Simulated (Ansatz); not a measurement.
HfO₂ (rutile, P4_2/mnm), plane-wave PAW LDA (Ansatz code). The conduction-band minimum lies at Γ, with 1 equivalent valley. Second derivatives d²E/dk² of the lowest band at one valley (eV·Å²), along Cartesian directions:

```tsv
direction	d²E/dk²
[100]	9.934
[010]	9.934
[001]	13.04
[110]	9.911
[101]	11.49
[011]	11.49
```

Task: Find the principal effective masses, the density-of-states mass and the conductivity mass.

Result: Off-diagonal terms follow from H_xy = H[110] − (H_xx + H_yy)/2, and m*/mₑ = 7.620 eV·Å² over each eigenvalue: 0.58, 0.77, 0.77. One valley's DOS mass (m₁m₂m₃)^(1/3) = 0.70, conductivity mass 3/(Σ 1/mᵢ) = 0.69 mₑ.

Task: What effective density of states Nc follows at 300 K for parabolic valleys?

Result: Nc = 2.509e19 × 1 × (0.70)^(3/2) ≈ 1.5e19 cm⁻³.

Task: With the computed static dielectric constant 27.4 (mean of the diagonal), estimate a hydrogenic donor's binding energy and radius.

Result: E = 13.606 eV × 0.69/27.4² ≈ 13 meV; a = 0.529 Å × ε/m* ≈ 21 Å. Semilocal masses tend to be too small where the gap is.

The first step of the workflow began from a Materials Project structure, measured or hypothetical; the Crystallography Open Database copy checked does not list it. It is not the phase usual at ambient conditions (space group No. 14, 29). Symmetry was held in the LDA relaxation; of distortions, only those at the zone centre were tested. No spin polarisation was allowed. Scalar-relativistic: spin–orbit coupling is off unless named, which matters more the heavier the elements.

Potentials: the later of the program's two PAW sets.
